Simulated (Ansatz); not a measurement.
Relaxed-ion elastic tensor of Ti3Al in space group P-6m2 (No. 187; Ti on 1e, Ti on 2h, Al on 1f) in GPa (Voigt order), r²SCAN in the plane-wave PAW code Ansatz; density 4.17 g/cm³, 17.00 Å³ per atom.

```json
[
 {"": "1", "1": "174", "2": "100", "3": "64.5", "4": "0.0", "5": "0.0", "6": "0.0"},
 {"": "2", "1": "100", "2": "174", "3": "64.5", "4": "0.0", "5": "0.0", "6": "0.0"},
 {"": "3", "1": "64.5", "2": "64.5", "3": "242", "4": "0.0", "5": "0.0", "6": "0.0"},
 {"": "4", "1": "0.0", "2": "0.0", "3": "0.0", "4": "64.6", "5": "0.0", "6": "0.0"},
 {"": "5", "1": "0.0", "2": "0.0", "3": "0.0", "4": "0.0", "5": "64.6", "6": "0.0"},
 {"": "6", "1": "0.0", "2": "0.0", "3": "0.0", "4": "0.0", "5": "0.0", "6": "37.1"}
]
```

Problem. Is the crystal mechanically stable?

Solution. Yes: the smallest eigenvalue of C is 37.1 GPa.

Problem. Work out the Voigt, Reuss and Hill averages.

Solution. K_V = 117, K_R = 116, K_H = 116; G_V = 57.3, G_R = 51.6, G_H = 54.4 GPa.

Problem. Give Young's modulus, Poisson's ratio, Pugh's ratio and the universal anisotropy index.

Solution. E = 9KG/(3K + G) = 141 GPa; ν = 0.30; K/G = 2.14 (ductile by the Pugh limit of 1.75); A_U = 5G_V/G_R + K_V/K_R − 6 = 0.56.

Problem. Estimate the sound speeds and the Debye temperature.

Solution. v_l = √((K + 4G/3)/ρ) = 6730 m/s, v_t = √(G/ρ) = 3620 m/s, mean 4040 m/s; Θ = (h/k)(3n/4πV)^(1/3) v_m = 467 K.

Problem. How much does each axis shrink under pressure?

Solution. Linear compressibilities β_i = Σ_j S_ij (j = 1 to 3): x 3.1, y 3.1, z 2.5 per TPa.

The first step of the workflow began from a Materials Project structure, measured or hypothetical; the Crystallography Open Database copy checked does not list it. With Ti and Al taken as one species the cell has the higher symmetry P6_3/mmc, so it may be an ordered model of a mixed-site phase. It is not the phase usual at ambient conditions (space group No. 194). The cell was relaxed with r²SCAN under the symmetry of its start; its stability against distortions is not shown here. The run is not spin-polarised. As this level gives no gap, shear constants depend on the k-mesh and smearing (Fermi–Dirac, 0.1 eV here). On the denser mesh and wider smearing of the elastic run this cell carries a stress of 0.4 GPa.

Potentials: the later of the program's two PAW sets.
